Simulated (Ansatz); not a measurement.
TiAl3 (Cu3Au type, Pm-3m) at seven volumes, LDA in the plane-wave PAW code Ansatz, scaled uniformly. One row is withheld.

```
V (Å³/atom)  P (GPa)
-----------  -------
13.612         13.40
14.061          8.24
14.510          3.81
14.958          0.01
15.407             ?
15.856         -6.07
16.305         -8.48
```

Fit the shown pressures and predict the withheld one.

Third-order Birch–Murnaghan: P = (3/2)B₀(x^(7/2) − x^(5/2))[1 + (3/4)(B′ − 4)(x − 1)] with x = (V₀/V)^(2/3). Least squares on the six rows gives V₀ = 14.960 Å³/atom, B₀ = 117.3 GPa, B′ = 4.05. At V = 15.407, x = 0.9806 and P = -3.25 GPa. The run itself gave -3.26 GPa.

The workflow started from a Materials Project entry (that database holds measured and hypothetical structures alike); the Crystallography Open Database copy checked does not list it. Its standing as an ambient phase is unchecked. The cell was relaxed with LDA under the symmetry of its start; whether a distortion lowers the energy is not shown. No spin polarisation was allowed.

Potentials: the later of the program's two PAW sets.
